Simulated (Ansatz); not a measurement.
BiB:
```
CELL_PARAMETERS angstrom
      0.00000     2.76074     2.76074
      2.76074     0.00000     2.76074
      2.76074     2.76074     0.00000
ATOMIC_POSITIONS crystal
  Bi 0.75000 0.75000 0.75000
  B  0.00000 0.00000 0.00000
```

Relaxed with PBE. Special points in fractions of this cell's reciprocal vectors: Γ (0.000, 0.000, 0.000); X (0.500, 0.000, 0.500); U (0.625, 0.250, 0.625); K (0.375, 0.375, 0.750); L (0.500, 0.500, 0.500); W (0.500, 0.250, 0.750).

Q: List the band energies nearest the valence-band maximum at these points for plane-wave PAW PBE (Ansatz code).

A: In eV from the valence-band maximum; about four levels below and three above (degenerate sets whole), none deeper than 8.9 eV; points with the same levels are listed once.

```csv
k,below,above
Γ,0.00 0.00 0.00,0.16 2.79 2.79 2.79
X,-7.74 -3.39 -3.39,0.89 0.98 8.29
U,-7.46 -4.73 -2.89,1.31 3.61 6.99
L,-7.58 -1.57 -1.57,0.35 4.14 4.14
W,-7.43 -4.45 -4.06,3.27 3.89 4.98
```

Space group F-43m (zinc blende). A made-up cell: these elements were put on the sites of a structure type; neither database checked (COD, Materials Project) lists it. Its standing as an ambient phase is unchecked. The PBE relaxation kept the symmetry of its start; of distortions, only those at the zone centre were tested. Scalar-relativistic: spin–orbit coupling is off unless named, which matters more the heavier the elements.

Potentials: the later of the program's two PAW sets.
